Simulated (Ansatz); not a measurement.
# Electric field gradients in InGe3C

Theory: DFT PBEsol, scalar-relativistic, plane waves, PAW in Ansatz 0.2.0. Plane waves to 420 eV; Γ-centred k mesh 8×8×8; Fermi-Dirac smearing of 0.15 eV. No spin polarisation.

The cell, relaxed at this level:
```xyz
5
Lattice="4.4041 0.0000 0.0000 0.0000 4.4041 0.0000 0.0000 0.0000 4.4041" Properties=species:S:1:pos:R:3 pbc="T T T"
In    0.0000    0.0000    0.0000
Ge    2.2021    2.2021    0.0000
Ge    2.2021    0.0000    2.2021
Ge    0.0000    2.2021    2.2021
C     2.2021    2.2021    2.2021
```

The cell was built by swapping an element in a database structure (itself possibly hypothetical) and relaxing; it need not be the stable form of this composition. In a metal these results depend on the k mesh and the smearing. Spin–orbit coupling is left out, which matters for gradients at heavy nuclei.

Question: Give V_zz (10²¹ V/m²) and the asymmetry η at each distinct site.

Answer:
| atom | V_zz | η |
| --- | --- | --- |
| In (atom 1) | 0.000 | zero by symmetry |
| Ge (atom 2) | -5.94 | 0.00 |
| C (atom 5) | 0.000 | zero by symmetry |